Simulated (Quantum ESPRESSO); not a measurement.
## MgGa3SeP3 (one run as intended and one with a planted mistake)

A calculation, not a measurement. The program is pw.x of Quantum ESPRESSO 7.5 (plane-wave density functional theory). The cell is made up: 8 atoms on a zincblende/diamond lattice, with randomly drawn elements, strain and displacements, not relaxed. PseudoDojo standard norm-conserving files (v0.5 for PBE, v0.4.1 for LDA and PBEsol) set the functional; there is no spin polarisation, spin-orbit coupling or dispersion term, and the masses in the input are unused placeholders.

Intended input:

```
&control calculation='scf', pseudo_dir='./dojo.nc.sr.pbe.v0_5.standard.upf', outdir='./o', disk_io='low', tprnfor=.true., tstress=.true. /
&system ibrav=0, nat=8, ntyp=4, nbnd=46, ecutwfc=85.99341389, nosym=.true., tot_charge=0,
 occupations='smearing', smearing='fd', degauss=0.0018374661
/
&electrons conv_thr=7.350e-09, electron_maxstep=60, /
ATOMIC_SPECIES
Ga 1.0 Ga.upf
Mg 1.0 Mg.upf
P 1.0 P.upf
Se 1.0 Se.upf
CELL_PARAMETERS angstrom
5.5809 0.0 0.0
0.0 5.5809 0.0
0.0 0.0 5.5809
ATOMIC_POSITIONS angstrom
Mg 0.006 0.0144 -0.0103
Ga -0.0343 2.8696 2.7278
Ga 2.7077 -0.0018 2.7486
Ga 2.8091 2.8427 -0.06
Se 1.4638 1.352 1.3178
P 1.3813 4.2004 4.1613
P 4.154 1.325 4.2329
P 4.2148 4.187 1.3202
K_POINTS automatic
4 4 4 1 1 1
```

The log is shortened where brackets say so; the opening notice, blank lines, dates and the lines on written files are dropped, and the path of the files is cut. It prints rydbergs, bohrs and kilobars, and counts compression as positive stress. Where no state is partly filled, the Fermi energy that it prints is only some level between the filled and the empty states on the mesh, and need not lie in the true gap.

Log of the intended run:

```
     Program PWSCF v.7.5
     Parallel version (MPI & OpenMP), running on       4 processor cores
     Number of MPI processes:                 4
     Threads/MPI process:                     1
     [start-up lines left out]
     bravais-lattice index     =            0
     lattice parameter (alat)  =      10.5464  a.u.
     unit-cell volume          =    1173.0306 (a.u.)^3
     number of atoms/cell      =            8
     number of atomic types    =            4
     number of electrons       =        80.00
     number of Kohn-Sham states=           46
     kinetic-energy cutoff     =      85.9934  Ry
     charge density cutoff     =     343.9737  Ry
     scf convergence threshold =      7.3E-09
     mixing beta               =       0.7000
     number of iterations used =            8  plain     mixing
     Exchange-correlation= PBE
                           (   1   4   3   4   0   0   0)
     [axes and pseudopotential details left out]
   Cartesian axes
     site n.     atom                  positions (alat units)
         1        Mg     tau(   1) = (   0.0010751   0.0025802  -0.0018456  )
         2        Ga     tau(   2) = (  -0.0061460   0.5141823   0.4887742  )
         3        Ga     tau(   3) = (   0.4851726  -0.0003225   0.4925012  )
         4        Ga     tau(   4) = (   0.5033418   0.5093623  -0.0107510  )
         5        Se     tau(   5) = (   0.2622874   0.2422548   0.2361268  )
         6        P      tau(   6) = (   0.2475049   0.7526385   0.7456324  )
         7        P      tau(   7) = (   0.7443244   0.2374169   0.7584619  )
         8        P      tau(   8) = (   0.7552187   0.7502374   0.2365568  )
     number of k points=    32  Fermi-Dirac smearing, width (Ry)=  0.0018
                       cart. coord. in units 2pi/alat
        k(    1) = (   0.1250000   0.1250000   0.1250000), wk =   0.0625000
        k(    2) = (   0.1250000   0.1250000   0.3750000), wk =   0.0625000
     [further k points left out]
     Dense  grid:   126419 G-vectors     FFT dimensions: (  64,  64,  64)
     Estimated max dynamical RAM per process >     265.01 MB
     Estimated total dynamical RAM >     967.44 MB
     Initial potential from superposition of free atoms
     starting charge      79.9907, renormalised to      80.0000
     Starting wfcs are   53 randomized atomic wfcs
     total cpu time spent up to now is        3.4 secs
     per-process dynamical memory:   184.9 Mb
     Self-consistent Calculation
     iteration #  1     ecut=    85.99 Ry     beta= 0.70
     Davidson diagonalization with overlap
     ethr =  1.00E-02,  avg # of iterations =  4.0
     Threshold (ethr) on eigenvalues was too large:
     Diagonalizing with lowered threshold
     Davidson diagonalization with overlap
     ethr =  4.88E-04,  avg # of iterations =  2.0
     total cpu time spent up to now is       13.9 secs
     total energy              =    -861.75637635 Ry
     estimated scf accuracy    <       0.38907062 Ry
     iteration #  2     ecut=    85.99 Ry     beta= 0.70
     Davidson diagonalization with overlap
     ethr =  4.86E-04,  avg # of iterations =  4.8
     total cpu time spent up to now is       19.4 secs
     total energy              =    -861.84094873 Ry
     estimated scf accuracy    <       0.19689046 Ry
     [iterations 3 to 8 left out]
     iteration #  9     ecut=    85.99 Ry     beta= 0.70
     Davidson diagonalization with overlap
     ethr =  2.95E-10,  avg # of iterations =  2.0
     total cpu time spent up to now is       53.7 secs
     total energy              =    -861.88783695 Ry
     estimated scf accuracy    <       0.00000002 Ry
     iteration # 10     ecut=    85.99 Ry     beta= 0.70
     Davidson diagonalization with overlap
     ethr =  2.28E-11,  avg # of iterations =  3.4
     total cpu time spent up to now is       59.0 secs
     End of self-consistent calculation
     [lines on levels left out]
     the Fermi energy is     7.5133 ev
!    total energy              =    -861.88783696 Ry
     estimated scf accuracy    <          1.9E-09 Ry
     smearing contrib. (-TS)   =      -0.00000000 Ry
     internal energy E=F+TS    =    -861.88783696 Ry
     The total energy is F=E-TS. E is the sum of the following terms:
     one-electron contribution =    -511.40970470 Ry
     hartree contribution      =     296.39728607 Ry
     xc contribution           =    -202.40177901 Ry
     ewald contribution        =    -444.47363931 Ry
     convergence has been achieved in  10 iterations
     Forces acting on atoms (cartesian axes, Ry/au):
     atom    1 type  2   force =    -0.01205747   -0.02302845   -0.02235259
     atom    2 type  1   force =    -0.02449451   -0.01023450    0.04715880
     atom    3 type  1   force =     0.07101439   -0.04235166    0.04946949
     atom    4 type  1   force =     0.03753600    0.01611076   -0.03484666
     atom    5 type  4   force =    -0.01390705    0.05170268    0.01829247
     atom    6 type  3   force =     0.00601487   -0.02440200   -0.02649314
     atom    7 type  3   force =    -0.02199139    0.04276050   -0.05928616
     atom    8 type  3   force =    -0.04211484   -0.01055733    0.02805779
     Total force =     0.171186     Total SCF correction =     0.000246
     Computing stress (Cartesian axis) and pressure
          total   stress  (Ry/bohr**3)                   (kbar)     P=       32.89
   0.00024214  -0.00003718   0.00006580           35.62       -5.47        9.68
  -0.00003718   0.00022629  -0.00011382           -5.47       33.29      -16.74
   0.00006580  -0.00011382   0.00020224            9.68      -16.74       29.75
     init_run     :      3.26s CPU      3.37s WALL (       1 calls)
     electrons    :     55.35s CPU     55.61s WALL (       1 calls)
     forces       :      0.73s CPU      0.74s WALL (       1 calls)
     stress       :      2.44s CPU      2.49s WALL (       1 calls)
     [timing details left out]
     PWSCF        :   1m 1.87s CPU   1m 2.33s WALL
     JOB DONE.
```

A second run has one planted mistake: the smearing is too wide. The input lines that differ, file-writing options aside:

```
- &system ibrav=0, nat=8, ntyp=4, nbnd=46, ecutwfc=85.99341389, nosym=.true., tot_charge=0,
+ &system ibrav=0, nat=8, ntyp=4, nbnd=64, ecutwfc=85.99341389, nosym=.true., tot_charge=0,
-  occupations='smearing', smearing='fd', degauss=0.0018374661
+  occupations='smearing', smearing='fd', degauss=0.0440991866
```

Its log:

```
     Program PWSCF v.7.5
     Parallel version (MPI & OpenMP), running on       4 processor cores
     Number of MPI processes:                 4
     Threads/MPI process:                     1
     [start-up lines left out]
     bravais-lattice index     =            0
     lattice parameter (alat)  =      10.5464  a.u.
     unit-cell volume          =    1173.0306 (a.u.)^3
     number of atoms/cell      =            8
     number of atomic types    =            4
     number of electrons       =        80.00
     number of Kohn-Sham states=           64
     kinetic-energy cutoff     =      85.9934  Ry
     charge density cutoff     =     343.9737  Ry
     scf convergence threshold =      7.3E-09
     mixing beta               =       0.7000
     number of iterations used =            8  plain     mixing
     Exchange-correlation= PBE
                           (   1   4   3   4   0   0   0)
     [axes and pseudopotential details left out]
   Cartesian axes
     site n.     atom                  positions (alat units)
         1        Mg     tau(   1) = (   0.0010751   0.0025802  -0.0018456  )
         2        Ga     tau(   2) = (  -0.0061460   0.5141823   0.4887742  )
         3        Ga     tau(   3) = (   0.4851726  -0.0003225   0.4925012  )
         4        Ga     tau(   4) = (   0.5033418   0.5093623  -0.0107510  )
         5        Se     tau(   5) = (   0.2622874   0.2422548   0.2361268  )
         6        P      tau(   6) = (   0.2475049   0.7526385   0.7456324  )
         7        P      tau(   7) = (   0.7443244   0.2374169   0.7584619  )
         8        P      tau(   8) = (   0.7552187   0.7502374   0.2365568  )
     number of k points=    32  Fermi-Dirac smearing, width (Ry)=  0.0441
                       cart. coord. in units 2pi/alat
        k(    1) = (   0.1250000   0.1250000   0.1250000), wk =   0.0625000
        k(    2) = (   0.1250000   0.1250000   0.3750000), wk =   0.0625000
     [further k points left out]
     Dense  grid:   126419 G-vectors     FFT dimensions: (  64,  64,  64)
     Estimated max dynamical RAM per process >     321.81 MB
     Estimated total dynamical RAM >       1.17 GB
     Initial potential from superposition of free atoms
     starting charge      79.9907, renormalised to      80.0000
     Starting wfcs are   53 randomized atomic wfcs +   11 random wfcs
     total cpu time spent up to now is        3.3 secs
     per-process dynamical memory:   224.9 Mb
     Self-consistent Calculation
     iteration #  1     ecut=    85.99 Ry     beta= 0.70
     Davidson diagonalization with overlap
     ethr =  1.00E-02,  avg # of iterations =  6.6
     Threshold (ethr) on eigenvalues was too large:
     Diagonalizing with lowered threshold
     Davidson diagonalization with overlap
     ethr =  4.35E-04,  avg # of iterations =  4.8
     total cpu time spent up to now is       18.1 secs
     total energy              =    -861.81524774 Ry
     estimated scf accuracy    <       0.34786372 Ry
     iteration #  2     ecut=    85.99 Ry     beta= 0.70
     Davidson diagonalization with overlap
     ethr =  4.35E-04,  avg # of iterations =  4.7
     total cpu time spent up to now is       26.0 secs
     total energy              =    -861.86830941 Ry
     estimated scf accuracy    <       0.23736143 Ry
     [iterations 3 to 8 left out]
     iteration #  9     ecut=    85.99 Ry     beta= 0.70
     Davidson diagonalization with overlap
     ethr =  5.18E-10,  avg # of iterations =  2.1
     total cpu time spent up to now is       73.3 secs
     total energy              =    -861.93069990 Ry
     estimated scf accuracy    <       0.00000003 Ry
     iteration # 10     ecut=    85.99 Ry     beta= 0.70
     Davidson diagonalization with overlap
     ethr =  3.18E-11,  avg # of iterations =  3.6
     total cpu time spent up to now is       80.0 secs
     End of self-consistent calculation
     [lines on levels left out]
     the Fermi energy is     7.6236 ev
!    total energy              =    -861.93069990 Ry
     estimated scf accuracy    <          4.8E-09 Ry
     smearing contrib. (-TS)   =      -0.14824628 Ry
     internal energy E=F+TS    =    -861.78245362 Ry
     The total energy is F=E-TS. E is the sum of the following terms:
     one-electron contribution =    -511.37581023 Ry
     hartree contribution      =     296.43692369 Ry
     xc contribution           =    -202.36992777 Ry
     ewald contribution        =    -444.47363931 Ry
     convergence has been achieved in  10 iterations
     Forces acting on atoms (cartesian axes, Ry/au):
     atom    1 type  2   force =    -0.00785966   -0.02048521   -0.01830965
     atom    2 type  1   force =    -0.01932000   -0.01044028    0.03942239
     atom    3 type  1   force =     0.06300693   -0.04009797    0.04297433
     atom    4 type  1   force =     0.03000779    0.01586081   -0.02980537
     atom    5 type  4   force =    -0.01162956    0.04937225    0.01646659
     atom    6 type  3   force =     0.00994553   -0.02463184   -0.02401603
     atom    7 type  3   force =    -0.02265674    0.04144163   -0.05594548
     atom    8 type  3   force =    -0.04149430   -0.01101939    0.02921321
     Total force =     0.156530     Total SCF correction =     0.000422
     Computing stress (Cartesian axis) and pressure
          total   stress  (Ry/bohr**3)                   (kbar)     P=       44.24
   0.00031477  -0.00004370   0.00007571           46.30       -6.43       11.14
  -0.00004370   0.00030248  -0.00012208           -6.43       44.50      -17.96
   0.00007571  -0.00012208   0.00028500           11.14      -17.96       41.93
     init_run     :      3.11s CPU      3.21s WALL (       1 calls)
     electrons    :     76.44s CPU     78.04s WALL (       1 calls)
     forces       :      0.85s CPU      0.85s WALL (       1 calls)
     stress       :      2.73s CPU      2.73s WALL (       1 calls)
     [timing details left out]
     PWSCF        :   1m23.20s CPU   1m24.92s WALL
     JOB DONE.
```

|  | intended run | run with the mistake |
| --- | --- | --- |
| free energy (eV) | -11726.581 | -11727.165 |
| smearing term -TS (eV) | 0.0000 | -2.0170 |
| pressure (GPa) | 3.29 | 4.42 |
| largest force component (eV/Å) | 1.826 | 1.620 |
| largest change of a force component (eV/Å) |  | 0.206 |
| iterations | 10 | 10 |

For scale, a rerun of the intended cell at 1467 eV and a 6 x 6 x 6 mesh moved values by no more than 0.008 eV in energy, 0.02 GPa in stress and 0.004 eV/Å in force. The number of bands, nbnd, was set by rule from the electron count and the smearing, so it follows the mistake.